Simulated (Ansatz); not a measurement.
Trial structure of SnPb₅Se₆, not yet relaxed:

```cif
data_structure
_symmetry_space_group_name_H-M 'P 1'
_symmetry_Int_Tables_number 1
_cell_length_a 4.3638
_cell_length_b 4.3638
_cell_length_c 18.5142
_cell_angle_alpha 90.000
_cell_angle_beta 90.000
_cell_angle_gamma 90.000
_cell_volume 352.57
loop_
_atom_site_label
_atom_site_type_symbol
_atom_site_fract_x
_atom_site_fract_y
_atom_site_fract_z
_atom_site_occupancy
Sn1 Sn 0.00000 0.00000 0.00000 1
Pb1 Pb 0.50000 0.50000 0.83333 1
Pb2 Pb 0.00000 0.00000 0.66667 1
Pb3 Pb 0.50000 0.50000 0.50000 1
Pb4 Pb 0.00000 0.00000 0.33333 1
Pb5 Pb 0.50000 0.50000 0.16667 1
Se1 Se 0.00000 0.00000 0.83333 1
Se2 Se 0.50000 0.50000 0.66667 1
Se3 Se 0.00000 0.00000 0.50000 1
Se4 Se 0.50000 0.50000 0.33333 1
Se5 Se 0.00000 0.00000 0.16667 1
Se6 Se 0.50000 0.50000 0.00000 1
```

Computed with DFT PBE, scalar-relativistic, plane waves, PAW (Ansatz 0.2.0). Settings: cutoff 420 eV, Γ-centred mesh 4×4×1 on the computed 12-atom cell, Gaussian smearing of 0.10 eV; no spin polarisation.

The zero of energy is the elements' standard structures at the same level; no fitted shifts are applied. The references include grey tin.

Question: What does a single point on this coarse mesh give?

Answer: The pressure is 0.4 GPa (the mean over three directions, positive in compression), the largest force is 0.18 eV/Å, and the energy is −0.55 eV/atom against the elements. The shortest distance is 3.09 Å.

Question: Is it a good guess?

Answer: A good one: relaxing gains under 0.03 eV/atom in 7 ionic steps and ends at −0.541 eV/atom on the finer mesh. The symmetry stays P4/mmm (No. 123). The volume per atom grows by 1.1 %, from 29.4 to 29.7 Å³. The shortest distance goes from 3.09 Å (Pb–Se and Sn–Se) to 3.04 Å (Sn–Se). Conventional cell: a = 4.380 Å, c = 18.581 Å. Sn has 6 Se at 3.04–3.10 Å; around Pb on a site of symmetry 4mm lie 6 Se at 3.07–3.11 Å; Se on a site of symmetry 4mm has 1 Sn at 3.04 Å and 5 Pb at 3.10–3.14 Å; 5 more sites not described.

The last run used an 8×8×2 mesh (in the run's order of axes) for its 12-atom cell and Gaussian smearing of 0.01 eV. Spin–orbit coupling, which can matter for Pb, is left out. The reference form of Se is held partly by dispersion forces, which this level lacks. The relaxation can't lower the symmetry of the start, and the grade says only how near the guess is to its own end. A structure relaxed within its symmetry needn't be a true minimum.
